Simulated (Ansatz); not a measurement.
ScAg:
```cif
data_AgSc
_chemical_formula_sum 'Sc1 Ag1'
_space_group_name_H-M_alt 'Pm-3m'
_space_group_IT_number 221
_space_group_name_Hall '-P 4 2 3'
_cell_length_a 3.38208
_cell_length_b 3.38208
_cell_length_c 3.38208
_cell_angle_alpha 90.000
_cell_angle_beta 90.000
_cell_angle_gamma 90.000
loop_
_atom_site_label
_atom_site_type_symbol
_atom_site_symmetry_multiplicity
_atom_site_Wyckoff_symbol
_atom_site_fract_x
_atom_site_fract_y
_atom_site_fract_z
_atom_site_occupancy
Sc1 Sc 1 b 0.50000 0.50000 0.50000 1
Ag1 Ag 1 a 0.00000 0.00000 0.00000 1
```

Relaxed with PBEsol.

### Question
Tabulate the valence density and the electron localisation function along the shortest Ag–Ag contact (3.38 Å), the program Ansatz at the PBEsol level (PAW).

### Answer


| distance from Ag (Å) | density (e/Å³) | ELF |
|---|---|---|
| 0.34 | 14.03 | 0.73 |
| 0.51 | 8.40 | 0.62 |
| 0.68 | 3.99 | 0.51 |
| 0.85 | 1.51 | 0.38 |
| 1.01 | 0.60 | 0.26 |
| 1.18 | 0.32 | 0.21 |
| 1.35 | 0.21 | 0.24 |
| 1.52 | 0.17 | 0.29 |
| 1.69 | 0.16 | 0.30 |
| 1.86 | 0.17 | 0.29 |
| 2.03 | 0.21 | 0.24 |
| 2.20 | 0.32 | 0.21 |
| 2.37 | 0.60 | 0.26 |
| 2.54 | 1.51 | 0.38 |
| 2.71 | 3.99 | 0.51 |
| 2.87 | 8.40 | 0.62 |
| 3.04 | 14.03 | 0.73 |

The density is the valence pseudo-density with augmentation charge, so density and ELF within about 1 Å of a nucleus are not all-electron values.

The workflow started from an entry of the Crystallography Open Database (COD). Whether it is the stable phase at ambient conditions was not checked. The PBEsol relaxation kept the symmetry of its start; whether a distortion lowers the energy is not shown. The run is not spin-polarised.

Potentials: the later of the program's two PAW sets.
